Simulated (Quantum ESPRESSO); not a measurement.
## Calculated data, Al₄NO₄F (made-up cell)

Computed with Quantum ESPRESSO 7.5. Calculation on a made-up crystal cell, not a measurement: periodic Kohn-Sham density functional theory in plane waves with PseudoDojo standard norm-conserving scalar-relativistic pseudopotentials, each functional with its own files (v0.5 for PBE, v0.4.1 for LDA and PBEsol), no spin polarisation, no spin-orbit coupling, atoms not relaxed, stress positive in tension, energies less a fixed whole-eV offset for each atom's element; levels are Kohn-Sham levels at fractions of this cell's reciprocal vectors, counted from the reference band (half the neutral cell's valence electrons, rounded up) at Gamma; error bars cover cutoff and k-mesh only, not smearing or the files; each bar is the largest change over components, and at least 0.002 eV, 0.002 eV per angstrom or 0.02 GPa; added strain carries the atoms with the cell, and shear is the tensor component; no dispersion term; energies are for the whole cell, and the offsets were chosen from early runs and are not element reference energies.

Al₄NO₄F (made-up cell)

Unstrained structure:
```
Al4NO4F
1.0
      2.3857     1.4455     4.3272
     -2.4183     1.3791     4.3662
     -0.0737    -2.8253     4.3469
Al N O F
4 1 4 1
Direct
  0.35100 0.36282 0.32536
  0.09550 0.17569 0.17182
  0.67286 0.64033 0.62719
  0.86783 0.83995 0.85245
  0.57404 0.94377 0.24381
  0.26261 0.52573 0.93680
  0.89947 0.25786 0.58843
  0.43856 0.06139 0.75188
  0.76961 0.40843 0.06581
  0.06921 0.76079 0.44224
```

| Quantity | Value |
| --- | --- |
| lattice type | corundum |
| functional | pbe |
| cutoff | 1143 eV |
| fermi dirac smearing | 0.025 eV |
| scf tolerance | 1e-07 eV |
| electrons removed | 0 |
| added strain kind | uniform |
| added strain | -0.0035 |
| k mesh | 6 x 6 x 6, shifted by half a step |
| structure shown | before the added strain of -0.0035 |
| stress yz | withheld |
| stress xx | withheld |

Atoms:
```
atoms element  atom site  atom energy offset (eV)
           Al          1                      -64
           Al          2                      -64
           Al          3                      -64
           Al          4                      -64
            N          5                     -283
            O          6                     -452
            O          7                     -452
            O          8                     -452
            O          9                     -452
            F         10                     -677
```

**Q.** Estimate the stress yz of Al₄NO₄F (made-up cell).
**A.** -2.385 GPa

**Q.** Al₄NO₄F (made-up cell): stress xx?
**A.** -16.49 GPa

Further results for Al₄NO₄F (made-up cell):

| Property | Result |
| --- | --- |
| free energy less offsets | 7.372 eV |
| scf iterations | 13 |
| smearing term minus ts | 0 eV |
| pressure | 15.02 GPa |
| stress yy | -9.31 GPa |
| stress zz | -19.26 GPa |
| stress xz | -1.46 GPa |
| stress xy | 8.604 GPa |
| reference band | 24 |
| error bar energy | 0.002963 eV |
| error bar stress | 0.02 GPa |
| error bar force | 0.002 eV/Å |
| error bar next band up | 0.002 eV |
| error bars from | tighter rerun of a related cell |

Forces:
```
site  x (eV/Å)  y (eV/Å)  z (eV/Å)
   1      4.33   -0.8197    -1.173
   2     6.868     2.579      4.67
   3    -4.243     -2.25    -1.454
   4    -3.331    -2.987     2.371
   5   -0.2045    -1.008   -0.7159
   6    -2.243    0.3007     1.289
   7     3.215     2.516    -0.721
   8    0.5456     0.131   -0.8135
   9    -5.971     2.153    -2.559
  10     1.034   -0.6154   -0.8942
```

Levels:
```
level k point  next band up (eV)
        Gamma               2.21
(1/2,1/2,1/2)              4.191
   (0.15,0,0)              2.709
   (0,0.15,0)              2.722
   (0,0,0.15)              2.692
```
